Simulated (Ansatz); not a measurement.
**Relaxing cobalt (dhcp)**

Computed with DFT, RPBE, plane waves (420 eV) with PAW, scalar-relativistic (Ansatz 0.2.0). (PAW data from PBE, frozen cores regenerated.)

k-point mesh 14×14×4, Fermi-Dirac smearing 0.05 eV, starting moments 1.70 ×2, -1.70 ×2 μB. Cell and atoms relax.

Starting structure:

```
Co
1.0
     2.50188    0.00000    0.00000
    -1.25094    2.16670    0.00000
     0.00000    0.00000    8.17115
Co
4
Direct
  0.00000 0.00000 0.00000
  0.00000 0.00000 0.50000
  0.33333 0.66667 0.25000
  0.66667 0.33333 0.75000
```

Q: The pressure at the start is 2.7 GPa. By how much does the volume change?

A: From 11.07 to 11.22 Å³ per atom, 1.3 %. The final cell has a = 2.519 Å, c = 8.172 Å (c/a = 3.245).

Q: How much energy does the relaxation gain?

A: 1.5 meV per atom.

Q: Which magnetic state does it end in?

A: ferromagnetic, net 1.69 μB per atom; moments 1.78 ×2, 1.76 ×2 μB.
